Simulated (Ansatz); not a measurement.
Pt (fcc, Cu type)

```
Pt
1.0
    0.00000     3.97027     3.97027
    1.98513     0.00000     1.98513
    1.98513     1.98513     0.00000
Pt
2
Direct
  0.00000   0.00000   0.00000
  0.50000   0.00000   0.00000
```

The atoms are displaced by Q × the pattern below (from a DFPT mode at L = (0.5, 0.0, 0.0), largest move 1; Q in Å), at fixed cell. It is one choice among 2 degenerate patterns. (q is in reciprocal vectors of the primitive cell; the cell shown is doubled to hold the pattern.)

```json
[
 {"atom": "Pt1", "x": "0.285", "y": "-0.520", "z": "0.805"},
 {"atom": "Pt2", "x": "-0.285", "y": "0.520", "z": "-0.805"}
]
```

All values below come from PBE (plane waves to 420 eV, PAW, scalar-relativistic; Ansatz, a first-principles code). k mesh 10×20×20 (Γ-centred), Fermi-Dirac smearing 0.05 eV. Energies are smeared free energies. With partly filled bands, energies and forces of such displacements shift with the k mesh and the smearing. Pt is run without spin polarisation. Pt was relaxed with its symmetry unable to fall. Spin-orbit coupling is left out, though Pt is heavy. The zero of ΔE is the undisplaced structure. The last digit holds for this mesh only.

```
Q (Å)    ΔE (meV/cell)
-------  -------------
-0.2800          280.7
-0.2333          216.7
-0.1867          154.8
-0.1400           96.9
-0.0933           47.1
-0.0467       withheld
0.0000             0.0
0.0467        withheld
0.0933            47.1
0.1400            96.9
0.1867           154.8
0.2333           216.7
0.2800           280.7
```

### Question
Fit an even polynomial form (powers 2, 4, 6) to the given rows and predict ΔE at Q = -0.0467.

### Answer
Least squares on the 11 given rows: ΔE = (5693)·Q² + (-42150)·Q⁴ + (194100)·Q⁶, in meV/cell with Q in Å; root-mean-square residual 0.42 meV/cell. At -0.0467 the fit gives 12.2 meV/cell; the calculation gives 12.4 meV/cell, so the interpolation is off by -0.2 (-1.6 %). The quadratic term alone would give 12.4 meV/cell.

(A displaced cell: forces are minus the slopes of the energy, force constants its curvatures, and phonons follow from these.)
